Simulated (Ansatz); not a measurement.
BaTiO3:
```
BaTiO3
1.0
    3.99407     0.00000     0.00000
    0.00000     3.99407     0.00000
    0.00000     0.00000     3.99407
Ba Ti O
1 1 3
Cartesian
  0.00000   0.00000   0.00000
  1.99703   1.99703   1.99703
  0.00000   1.99703   1.99703
  1.99703   1.99703   0.00000
  1.99703   0.00000   1.99703
```

Relaxed with r²SCAN.

Give the Bader charges and basin volumes of the independent atoms, plane-wave PAW r²SCAN (Ansatz code).



```csv
atom,Bader charge (e),Bader volume (Å³)
Ba1,+1.57,20.2
Ti2,+2.32,7.0
O3,-1.30,12.2
```

Space group Pm-3m (cubic perovskite). This is a known high-temperature phase of the composition, computed here at zero pressure and temperature. The r²SCAN relaxation kept the symmetry of its start. At this level the phase is dynamically unstable (imaginary phonons). No spin polarisation was allowed. Spin–orbit coupling is left out wherever it is not named.

Potentials: the later of the program's two PAW sets.
